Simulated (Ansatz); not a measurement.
Consider the following.

Nb$_{4}$GaSe$_{8}$:
```cif
data_GaNb4Se8
_chemical_formula_sum 'Nb4 Ga1 Se8'
_space_group_name_H-M_alt 'P 1'
_space_group_IT_number 1
_cell_length_a 7.41686
_cell_length_b 7.41686
_cell_length_c 7.41686
_cell_angle_alpha 60.000
_cell_angle_beta 60.000
_cell_angle_gamma 60.000
loop_
_space_group_symop_operation_xyz
  'x, y, z'
loop_
_atom_site_label
_atom_site_type_symbol
_atom_site_fract_x
_atom_site_fract_y
_atom_site_fract_z
_atom_site_occupancy
Nb1 Nb 0.14727 0.14727 0.55818 1
Nb2 Nb 0.14727 0.55818 0.14727 1
Nb3 Nb 0.55818 0.14727 0.14727 1
Nb4 Nb 0.14727 0.14727 0.14727 1
Ga1 Ga 0.75000 0.75000 0.75000 1
Se1 Se 0.88401 0.88401 0.34796 1
Se2 Se 0.88401 0.34796 0.88401 1
Se3 Se 0.34796 0.88401 0.88401 1
Se4 Se 0.88401 0.88401 0.88401 1
Se5 Se 0.38432 0.38432 0.38432 1
Se6 Se 0.38432 0.38432 0.84704 1
Se7 Se 0.38432 0.84704 0.38432 1
Se8 Se 0.84704 0.38432 0.38432 1
```

This is the r²SCAN-relaxed structure.

### Question
All from plane-wave PAW r²SCAN (Ansatz code), unless another level is named. Give the electronic character.

### Answer
metallic (no gap).

### Question
Predict the density of states at the Fermi level.

### Answer
0.67 states/eV per atom (mean over ±0.08 eV).

### Question
What about the formation energy from the elements (no fitted shifts)?

### Answer
-0.97 eV/atom.

### Question
What about the gap with spin–orbit coupling?

### Answer
none (metallic).

Space group F-43m. The first step of the workflow began from a Materials Project structure, measured or hypothetical; the Crystallography Open Database files this formula in space group No. 216, but the cells were not matched. Whether it is the stable phase at ambient conditions was not checked. Symmetry was held in the r²SCAN relaxation; whether a distortion lowers the energy is not shown. The run is not spin-polarised. With an odd number of electrons in the cell and no spin polarisation, the count alone makes it a metal. The references are the lowest solids computed at this level, not always the standard phases. Spin–orbit coupling is left out wherever it is not named.

Potentials: the later of the program's two PAW sets.
